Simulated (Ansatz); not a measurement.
Be: from a starting cell to a relaxed one

The start is a relaxed Be cell deformed by the Cartesian strain tensor (xx, yy, zz, yz, xz, xy) = (0.047, 0.011, -0.038, 0.033, -0.085, 0.069). A full variable-cell relaxation at zero pressure is run with r2SCAN (plane waves to 500 eV, PAW, scalar-relativistic; Ansatz, a quantum-chemistry and plane-wave program). The first steps use a coarse 15×16×10 k-mesh.

Starting cell:
```
CELL_PARAMETERS angstrom
      2.36952     0.15503    -0.19237
     -1.05050     1.90399     0.16086
     -0.30287     0.11758     3.42773
ATOMIC_POSITIONS crystal
  Be 0.33333 0.66667 0.75000
  Be 0.66667 0.33333 0.25000
```

```yaml
initial_pressure: "+5.9 GPa (positive: the cell is compressed)"
largest_initial_force: 0.77 eV/Å, on Be1, Be2 (atoms numbered as listed)
energy_released: 0.25 eV/atom
volume_change: -0.5 %, from 7.94 to 7.90 Å³/atom
relative_to_the_parent: The parent structure is recovered, P6₃/mmc (No. 194)
Shortest distances (start → end): "The closest pairs of elements (up to four, under 3.6 Å), start → end: Be–Be 1.95 → 2.21 Å"
band_gap_at_the_end: zero (metallic)
optimiser_moves: 9
```

The end point of the relaxation:

```cif
data_Be2
_chemical_formula_sum 'Be2'
_space_group_name_H-M_alt 'P63/mmc'
_space_group_IT_number 194
_space_group_name_Hall '-P 6c 2c'
_cell_length_a 2.26313
_cell_length_b 2.26313
_cell_length_c 3.56311
_cell_angle_alpha 90.000
_cell_angle_beta 90.000
_cell_angle_gamma 120.000
loop_
_atom_site_label
_atom_site_type_symbol
_atom_site_symmetry_multiplicity
_atom_site_Wyckoff_symbol
_atom_site_fract_x
_atom_site_fract_y
_atom_site_fract_z
_atom_site_occupancy
Be1 Be 2 c 0.33333 0.66667 0.25000 1
```

Final values are on a 23×23×13 k-mesh of the relaxed cell. No spin polarisation in the result.

The run could not lose the symmetry of its start.
